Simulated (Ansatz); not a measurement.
YHSe:
```yaml
crystal:
  lattice:
    - [3.79424, 0.00000, 0.00000]
    - [-1.89712, 3.28591, 0.00000]
    - [0.00000, 0.00000, 3.85132]
  atoms:
    - { symbol: Y, position: [0.00000, 0.00000, 0.00000] }
    - { symbol: H, position: [0.33333, 0.66667, 0.00000] }
    - { symbol: Se, position: [0.66667, 0.33333, 0.50000] }
```

Cartesian axes are those of the cell as given.

Problem. Give the proper piezoelectric stress tensor with relaxed ions from DFT-PBEsol in the program Ansatz with PAW potentials.

Solution. In C/m², rows x, y, z, Voigt columns; mesh uncertainty up to 0.00.
```
 0.00   0.00   0.00   0.00   0.00  -0.35
-0.35   0.35   0.00   0.00   0.00   0.00
 0.00   0.00   0.00   0.00   0.00   0.00
```

The elastic tensor of the same run (GPa):

```json
[
 {"": "1", "1": "183", "2": "50.9", "3": "38.6", "4": "0.0", "5": "0.0", "6": "0.0"},
 {"": "2", "1": "50.9", "2": "183", "3": "38.6", "4": "0.0", "5": "0.0", "6": "0.0"},
 {"": "3", "1": "38.6", "2": "38.6", "3": "191", "4": "0.0", "5": "0.0", "6": "0.0"},
 {"": "4", "1": "0.0", "2": "0.0", "3": "0.0", "4": "71.9", "5": "0.0", "6": "0.0"},
 {"": "5", "1": "0.0", "2": "0.0", "3": "0.0", "4": "0.0", "5": "71.9", "6": "0.0"},
 {"": "6", "1": "0.0", "2": "0.0", "3": "0.0", "4": "0.0", "5": "0.0", "6": "65.9"}
]
```

Problem. Convert to strain constants d = e·S.

Solution. In pC/N:
```
 0.0   0.0   0.0   0.0   0.0  -5.2
-2.6   2.6   0.0   0.0   0.0   0.0
 0.0   0.0   0.0   0.0   0.0   0.0
```

Space group P-6m2. The workflow started from a Materials Project entry (that database holds measured and hypothetical structures alike); the Crystallography Open Database copy checked does not list it. Whether it is the stable phase at ambient conditions was not checked. The cell was relaxed with PBEsol under the symmetry of its start; whether a distortion lowers the energy is not shown. No spin polarisation was allowed.

Potentials: the later of the program's two PAW sets.
